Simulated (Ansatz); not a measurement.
Relaxed candidate structures of CdIn2O4:

A. I-4 (No. 82), tI14, AFLOW prototype A2BC4_tI14_82_bc_a_g (E3, as in Al2CdS4); a = b = 5.063 Å, c = 9.764 Å, α = β = γ = 90.00°; In 2b (0.000, 0.000, 0.500); In 2d (0.500, 0.000, 0.250); Cd 2a (0.000, 0.000, 0.000); O 8g (0.269, 0.209, 0.385)

B. Imm2 (No. 44), oI14; a = 6.1336 Å, b = 6.9592 Å, c = 5.4457 Å, α = β = γ = 90.00°; Cd 2a (0.000, 0.000, 0.765); In 4c (0.273, 0.000, 0.345); O 8e (0.122, 0.208, 0.080)

C. I4/mmm (No. 139), tI14; a = b = 5.6013 Å, c = 5.7437 Å, α = β = γ = 90.00°; Cd 2b (0.000, 0.000, 0.500); In 4d (0.000, 0.500, 0.250); O 8h (0.235, 0.235, 0.000)

D. Fd-3m, origin choice 1 (No. 227), cF56, spinel type; a = 9.2009 Å, b = 9.2009 Å, c = 9.2009 Å, α = 90.00°, β = 90.00°, γ = 90.00°; In 16d (0.625, 0.625, 0.625); Cd 8a (0.000, 0.000, 0.000); O 32e (0.388, 0.388, 0.388)

Q: Put the candidates in order of energy per atom, lowest first, for r2SCAN (plane waves to 500 eV, PAW, scalar-relativistic; Ansatz, a quantum-chemistry and plane-wave program).

A: D (reference, the lowest of the structures calculated here), A (+0.297 eV/atom), C (+0.87 eV/atom), B (+1.23 eV/atom)

Q: Which candidates are metallic at this level, and what gaps do the others have?

A: No gap: B, C. A: 1.31 eV (no spin-orbit coupling); D: 1.57 eV (no spin-orbit coupling).

Probably no minimum, since a slightly shaken restart fell lower: I-4, tI14, AFLOW prototype A2BC4_tI14_82_bc_a_g (E3, as in Al2CdS4) (by 0.20 eV/atom, to Imm2); I4/mmm, tI14 (by 0.73 eV/atom, to C2/m). 1 run with a doubtful electronic state, a coarser numerical grid, an end not at rest or a source that can't be used is left out. Each run could gain symmetry but not lose that of its start, so entries can be saddle points. From databases, or of a type measured for this composition: Fd-3m, cF56, spinel type; the others are generated cells (placed on structure types, drawn at random, substituted or restacked) that were not matched to a known phase here. Static energies at zero pressure. No spin polarisation in the result. Gaps of cells over 8 atoms come from the SCF mesh and high-symmetry points alone.
